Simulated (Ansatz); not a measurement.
The geometry is COD entry 1538927, unchecked; take it as a test cell. The listed cell was then made from it by scaling, straining or moving an atom.

LuTl3: DFT, PBEsol, all-electron PAW with datasets made for the crystal, scalar-relativistic (Ansatz 0.2.0). What sets it apart from a plain run of this crystal: volume scaled by 0.96.

Command: `ansatz run input.yaml --threads 1 --pin off --max-ram 4096MiB --backend cpu --events-out ev --progress --plain --runs-dir out` The run took 13 s on 1 thread of Intel(R) Xeon(R) Platinum 8488C (Sapphire Rapids), on a shared host, peak memory 0.71 GiB.

```yaml
crystal:
  lattice:
    - [4.5901139127, 0.0, 0.0]
    - [0.0, 4.5901139127, 0.0]
    - [0.0, 0.0, 4.5901139127]
  atoms:
    - { symbol: Lu, position: [0.0, 0.0, 0.0] }
    - { symbol: Tl, position: [0.0, 0.5, 0.5] }
    - { symbol: Tl, position: [0.5, 0.0, 0.5] }
    - { symbol: Tl, position: [0.5, 0.5, 0.0] }
kpoints:
  mp_grid: { grid: [7, 7, 7] }
scf:
  occupations: { method: fermi_dirac, width: 0.08 }
hamiltonian:
  xc: pbesol
  pseudopotentials: { kind: all_electron, datasets: crystal }
output:
  forces: true
  stress: true
  eigenvalues: true
  efg: { contact_densities: true }
```

Output:

```
hamiltonian.pseudopotentials.datasets: crystal makes datasets for this crystal and solves the spheres of its atoms anew in each pass: cutoff 340.0 eV, the density's 1360.0 eV; for an error of 0.50 meV an atom under PBE, 2.0 meV for the cell; an energy difference from a run of another recipe may be off by several times the error for the cell, under r2SCAN by more, where some 0.1 meV an atom stays at smaller errors; Lu in spheres of 1.376 Å, 25 of its electrons in bands; Tl in spheres of 1.376 Å, 13 of its electrons in bands
Lu, Tl: output.efg is read without spin–orbit coupling, which moves field gradients at and beside such atoms by some per cent and up to a factor of two; PAW files take it under magnetization.noncollinear and magnetization.spin_orbit
Engine: ansatz 0.2.0
Pseudopotentials: kind: all_electron
Pseudopotential: Lu, paw, valence charge 25, recommended cutoff 340 eV (normal), Koelling and Harmon's equation, gaussian nucleus
Pseudopotential: Tl, paw, valence charge 13, recommended cutoff 340 eV (normal), Koelling and Harmon's equation, gaussian nucleus
Functional definition: PBEsol
  exchange = pbesol_x
  correlation = pbesol_c
Crystal: 4 atoms, lattice volume = 96.710 Å³
Basis set: ecut = 340 eV, 1357 PW (Γ), exchange–correlation on 60×60×60 points (8 copies of the dense FFT grid, shifted against one another)
Bands: 39, of which v1, the nominal top of the filled ones, is band 32 counted from 1 (31 counted from 0)
Symmetry: 48 space group operations
Space group: Pm-3m (ITA 221), of the structure as read, at distance tolerance 4.6e-5 Å
k-points: 20 of 343
Non-local potential: Lu, projectors of the file, l = 0: 2, l = 1: 2, l = 2: 1, l = 3: 2
Non-local potential: Tl, projectors of the file, l = 0: 1, l = 1: 1, l = 2: 2
PAW form: soft (Blöchl's): semilocal exchange-correlation on the pseudo side does not see the compensation charge
PAW one-centre angular grid: Lu, 590 points (default); XC on its mesh's 1827 points in the sphere
PAW one-centre angular grid: Tl, 590 points (default); XC on its mesh's 1811 points in the sphere
Initial density: superposition of atomic densities (neutral atoms: chi_scale 0, normalization atom)
Initial wavefunctions: pseudopotential atomic-orbital guess
Functional: x = pbesol(κ = 0.804, μ = 0.12345679012345678), c = pbesol(β = 0.046)
iter 1 solved again at ethr=1.81e-3 eV; its pass at ethr=1.00e-1 eV (dr2=1.16e0 eV) is discarded
SCF iter   1: F=—  HF=-2048006.688957 eV  |F-HF|=—  |Δ(HF+E_count)|=         —  Δρ=3.01e-2  dr2=1.10e0  ethr=1.81e-3  ⟨swp⟩=3.2  Hψ=3716  notcnv=0
preconditioner: auto → Kerker (q_TF=auto, 2.547 Å⁻¹)  [metal: Δε(μ)=0.111 eV  Ē_g=12.686 eV  σ=0.080 eV  W_gap=0.30  n_scr=26 (ndim 8)  ℏωp=29.7 eV  f_vac=0.000  D(μ)=1.62/eV (n_scr^D=6)]
SCF iter   2: F=—  HF=-2048006.436943 eV  |F-HF|=—  |Δ(HF+E_count)|=   2.52e-1  Δρ=1.89e-2  dr2=4.58e-1  ethr=1.72e-3  ⟨swp⟩=2.1  Hψ=1563  notcnv=0  defer=1
iter 3 solved again at ethr=2.94e-5 eV; its pass at ethr=7.15e-4 eV (dr2=1.88e-2 eV) is discarded
SCF iter   3: F=—  HF=-2048006.252530 eV  |F-HF|=—  |Δ(HF+E_count)|=   1.84e-1  Δρ=3.84e-3  dr2=1.74e-2  ethr=2.94e-5  ⟨swp⟩=3.1  Hψ=3605  notcnv=0  defer=1
SCF iter   4: F=—  HF=-2048006.262207 eV  |F-HF|=—  |Δ(HF+E_count)|=   9.68e-3  Δρ=2.89e-3  dr2=8.02e-3  ethr=2.73e-5  ⟨swp⟩=3.1  Hψ=2074  notcnv=0
SCF iter   5: F=—  HF=-2048006.258620 eV  |F-HF|=—  |Δ(HF+E_count)|=   3.59e-3  Δρ=1.07e-3  dr2=1.57e-3  ethr=1.25e-5  ⟨swp⟩=3.0  Hψ=1785  notcnv=0
SCF iter   6: F=—  HF=-2048006.260209 eV  |F-HF|=—  |Δ(HF+E_count)|=   1.59e-3  Δρ=2.89e-4  dr2=1.96e-4  ethr=2.46e-6  ⟨swp⟩=3.1  Hψ=1935  notcnv=0
SCF iter   7: F=—  HF=-2048006.260200 eV  |F-HF|=—  |Δ(HF+E_count)|=   9.13e-6  Δρ=1.76e-4  dr2=4.70e-5  ethr=3.06e-7  ⟨swp⟩=3.4  Hψ=1731  notcnv=0
SCF iter   8: F=—  HF=-2048006.260178 eV  |F-HF|=—  |Δ(HF+E_count)|=   2.23e-5  Δρ=5.00e-5  dr2=4.91e-6  ethr=7.34e-8  ⟨swp⟩=3.4  Hψ=1779  notcnv=0
SCF iter   9: F=—  HF=-2048006.260072 eV  |F-HF|=—  |Δ(HF+E_count)|=   1.06e-4  Δρ=1.16e-5  dr2=2.77e-7  ethr=7.68e-9  ⟨swp⟩=3.6  Hψ=1735  notcnv=0
SCF iter  10: F=-2048006.260072 eV  HF=-2048006.260072 eV  |F-HF|=4.00e-8  |Δ(HF+E_count)|=   5.19e-8  Δρ=6.80e-6  dr2=6.84e-8  ethr=4.32e-10  ⟨swp⟩=3.8  Hψ=1816  notcnv=0
SCF 1 converged in 10 iterations: F = -2048006.260072 eV  dr2 = 6.84e-8
  Residual-converged pass: ⟨swp⟩=4.3  Hψ=1777  notcnv=0  max |occ|·‖R‖ = 6.2e-6 eV (tolerance 6.7e-6 eV)  dr2=6.51e-8  dr2_onsite=1.23e-8  max |Δocc| = 1.3e-7
  greatest PAW one-centre occupation: 0.996 electrons in one spin orbital (limit 2), on the Lu atom at site 0 (counted from 0), in its partial waves of l = 0
SCF converged after 10 iterations
Free energy (F): -2048006.260072 eV
Harris-Foulkes:  -2048006.260072 eV  (|F-HF|=4.00e-8)
Internal energy: -2048006.223840 eV  (E = F + TS)
E sigma→0 (E₀):  -2048006.241956 eV
Entropy (-TS):   -0.036232 eV (-9.058 meV/atom)
Past the cutoff: the bands carry plane waves up to 1.75 times it, of which those up to 1.5 times it add -0.000323 eV an atom, each by itself; the spheres take 0.000158 eV an atom off the energy for waves past 1.75 times it
By the cutoff:   a pressure is off by up to 0.005 GPa (1.2 times the spheres' own share and the shells' term, over an atom's volume, and 0.004 GPa: a bound that held against runs at twice the plane waves)
Past the cutoffs: a stress includes 0.0022 GPa for waves and charges beyond them, in addition to the slope of what the spheres take
In the spheres:  the bands' charges fall short by 1.1e-6 e at most (sound up to 1e-3)
Fermi energy:    18.989748 eV
--- Per-component energies (eV) ---
  The terms above E_closure are by the made datasets' own strengths, without shells solved beside the bands.
--- Forces (eV/Å), atoms counted from 1 ---
  atom   1  Lu     0.00000000    -0.00000000    -0.00000000
  atom   2  Tl     0.00000000    -0.00000000    -0.00000000
  atom   3  Tl     0.00000000    -0.00000000     0.00000000
  atom   4  Tl     0.00000000    -0.00000000     0.00000000
  max |Σ_I F_I| component: 9.51e-29 eV/Å
--- Stress (GPa, compression-positive) ---
        2.167682       0.000000       0.000000
       -0.000000       2.167682       0.000000
        0.000000       0.000000       2.167682
  P = ⅓ Tr σ = 2.1677 GPa (21.677 kbar)
--- PAW observables at the nuclei: V_zz in 10²¹ V/m², potentials from the cell's mean, atoms counted from 1 ---
  atom   1  Lu V_zz =    -0.000000   η = 0.0000   by run symmetry: forbidden
            electrostatic potential = -13869.943823 V   contact ρ = 6952891.059701 e/Å³
  atom   2  Tl V_zz =   +26.414624   η = 0.0000   by run symmetry: allowed
            electrostatic potential = -17136.028484 V   contact ρ = 15254170.922358 e/Å³
  atom   3  Tl V_zz =   +26.414624   η = 0.0000   by run symmetry: allowed
            electrostatic potential = -17136.028486 V   contact ρ = 15254170.922473 e/Å³
  atom   4  Tl V_zz =   +26.414624   η = 0.0000   by run symmetry: allowed
            electrostatic potential = -17136.028486 V   contact ρ = 15254170.922517 e/Å³
--- Band table (eV; the first three rows and the last of 20) ---
  k-point 0: bands = ["-37.7918", "-8.4701", "-8.4701", "-8.4701", "6.6903", "6.7611", "6.7611", "6.7611", "7.0238", "7.0238", "7.4359", "7.4359", "7.4359", "7.6856", "7.6856", "7.9388", "8.0319", "8.0319", "8.0319", "8.2945", "13.4225", "13.4225", "13.4225", "13.4273", "13.4273", "13.4273", "13.4360", "15.1817", "15.1817", "17.3024", "17.3024", "17.3024", "21.5598", "21.5598", "21.5598"]
  k-point 1: bands = ["-37.7918", "-8.4735", "-8.4702", "-8.4702", "6.7368", "6.7752", "6.8098", "6.8098", "7.0417", "7.0691", "7.4209", "7.4404", "7.4404", "7.6502", "7.6866", "7.9065", "7.9575", "7.9575", "8.0319", "8.4665", "13.4173", "13.4198", "13.4241", "13.4241", "13.4294", "13.4294", "13.4365", "14.1907", "15.2771", "17.3913", "17.3913", "18.0142", "20.8078", "21.1631", "21.1631"]
  k-point 2: bands = ["-37.7917", "-8.4813", "-8.4706", "-8.4706", "6.8096", "6.8584", "6.9492", "6.9492", "7.0835", "7.1890", "7.3844", "7.4466", "7.4466", "7.5452", "7.6855", "7.7660", "7.7660", "7.8191", "8.0320", "8.9859", "12.6009", "13.4063", "13.4269", "13.4269", "13.4351", "13.4351", "13.4377", "13.4437", "15.5425", "17.5716", "17.5716", "18.8964", "19.3514", "20.7752", "20.7752"]
  k-point 19: bands = ["-37.7914", "-8.4814", "-8.4808", "-8.4808", "6.8890", "6.9116", "6.9327", "6.9327", "7.1595", "7.1595", "7.1971", "7.4579", "7.5021", "7.5021", "7.5457", "7.5457", "7.8994", "7.8994", "7.9495", "12.4595", "13.1082", "13.1082", "13.4248", "13.4302", "13.4305", "13.4308", "13.4308", "13.4429", "13.4429", "15.6560", "16.4820", "16.4952", "16.4952", "20.5755", "22.1645"]
```
